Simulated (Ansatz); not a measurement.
Cell and atoms are relaxed with the symmetry kept. Start:

Space group P4/nmm:1 (No. 129). a = 3.735 Å, b = 3.735 Å, c = 10.175 Å, α = 90.00°, β = 90.00°, γ = 90.00°
```tsv
atom	site	symmetry	x	y	z
Hf	2c	4mm	0.0000	0.5000	0.2087
Ge	2a	-4m2	0.0000	0.0000	0.0000
Te	2c	4mm	0.0000	0.5000	0.6603
```

The calculation used DFT r2SCAN, scalar-relativistic, plane waves, PAW in Ansatz 0.2.0.

Plane waves to 500 eV, a k mesh through Γ of 10×10×4 on the computed 6-atom cell and Gaussian smearing (0.10 eV); no spin polarisation.

Task: What does it relax to?

Result: The volume doesn't move by more than 0.01 Å³/atom to 23.66 Å³/atom, and the energy changes by under 0.1 meV/atom. Final structure:
```cif
data_structure
_symmetry_space_group_name_H-M 'P4/nmm:1'
_symmetry_Int_Tables_number 129
_cell_length_a 3.7348
_cell_length_b 3.7348
_cell_length_c 10.1754
_cell_angle_alpha 90.000
_cell_angle_beta 90.000
_cell_angle_gamma 90.000
_cell_volume 141.93
loop_
_atom_site_label
_atom_site_type_symbol
_atom_site_symmetry_multiplicity
_atom_site_Wyckoff_symbol
_atom_site_fract_x
_atom_site_fract_y
_atom_site_fract_z
_atom_site_occupancy
Hf1 Hf 2 c 0.00000 0.50000 0.20869 1
Ge1 Ge 2 a 0.00000 0.00000 0.00000 1
Te1 Te 2 c 0.00000 0.50000 0.66030 1
```

Spin–orbit coupling is left out, which can shift energies with elements as heavy as these. The cell holds layers, and r2SCAN describes their binding at middle range but leaves out its long-range dispersion part.

Cost: 1 run of about 2.8 core-minutes, on Arm Neoverse V2 (shared hosts).